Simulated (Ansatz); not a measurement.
# In3Sb2As (ordering on zincblende): the band gap by level of theory

All numbers come from the plane-wave code Ansatz. No magnetic order and no zero-point or thermal motion; the cell was built from a prototype and may be hypothetical.

Structure: In3Sb2As as one 6-atom ordering (I-4m2) on the zincblende lattice, at its r2SCAN minimum. The symmetry is I-4m2 (No. 119, tetragonal); conventional cell a = 4.534 Å, c = 19.209 Å, 32.91 Å³ an atom. As has 4 In at 2.70 Å; In has 2 As at 2.70 Å and 2 Sb at 2.82 Å; Sb has 4 In at 2.82 Å; In has 4 Sb at 2.82 Å.

```
As In Sb
1.0
    -2.26705    2.26705    9.60440
     2.26705   -2.26705    9.60440
     2.26705    2.26705   -9.60440
As In Sb
1 3 2
Cartesian
  0.0000 0.0000 0.0000
  0.0000 2.2670 1.4579
  2.2670 0.0000 4.8022
  0.0000 2.2670 8.1465
  0.0000 0.0000 12.7347
  0.0000 0.0000 6.4740
```

Band edges at fixed r2SCAN geometry:
```csv
level,k mesh,gap (eV),kind,edges,least direct gap (eV)
PBE,8×8×8,0,–,–,–
PBE+SOC,8×8×8,0.06,direct,Γ,0.06
r2SCAN,8×8×8,0,–,–,–
HSE06,4×4×4,0.14,direct,Γ,0.14
```
All runs use a smearing of 0.02 eV.
Wave cutoffs: 420 eV, 500 eV (r2SCAN).

The HSE06 gap is direct at Γ: 0.14 eV. With PBE+SOC the gap is 0.06 eV and direct, at Γ. (This is within a few times the smearing of 0.02 eV, so the filling near the edges can be smeared.) With so small a gap spin-orbit coupling can invert the bands, which the size of the gap doesn't show: the edges may have crossed and parted again.

The levels disagree on the kind of gap: direct with PBE+SOC, HSE06; zero gap with PBE, r2SCAN.

Only the levels marked +SOC include spin-orbit coupling.

Gaps or overlaps of about a tenth of an eV are at the limit of these meshes: between the points read a gap can be smaller or closed.
